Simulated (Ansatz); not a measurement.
## W (Pm-3n): electronic heat capacity and spin susceptibility from the density of states

The calculation used DFT PBEsol, scalar-relativistic, plane waves, PAW in Ansatz.

Settings: cutoff 420 eV, Γ-centred mesh 8×8×8 on the computed 8-atom cell, Gaussian smearing of 0.10 eV; no spin polarisation.

Relaxed cell: Pm-3n, a = 5.032 Å, b = 5.032 Å, c = 5.032 Å, α = 90.00°, β = 90.00°, γ = 90.00°, 8 atoms in the primitive cell. This form isn't the element's structure at ambient conditions.

The density of states at the Fermi level is 2.592 states/eV in the cell of 8 atoms (8 formula units; both spins, tetrahedra on a 12×12×12 mesh).

Problem. What Sommerfeld coefficient and Pauli susceptibility does this give?

Solution. Per formula unit N(E_F) = 0.324 states/eV. γ = (π²/3) k_B² N(E_F) N_A = 2.357 mJ/(mol K²) per state/eV, so γ = 0.8 mJ/(mol K²), a mole of formula units. χ_P = μ_B² N(E_F) N_A = 3.23×10⁻⁵ emu/mol per state/eV gives 1.0×10⁻⁵ emu/mol. This is the bare band result: a measured γ of the same phase is as a rule larger by a factor 1 + λ from phonons and spin fluctuations, the spin part of χ is larger by the Stoner factor, and a measured χ also holds orbital and core terms. N(E_F) at one energy is sensitive to the mesh where the density of states has sharp peaks.

Spin-orbit coupling is left out, which matters for the bands of heavy elements.

Cost: 1 run of about 1.5 core-minutes, on Intel Xeon 6975P-C (Granite Rapids) (shared hosts).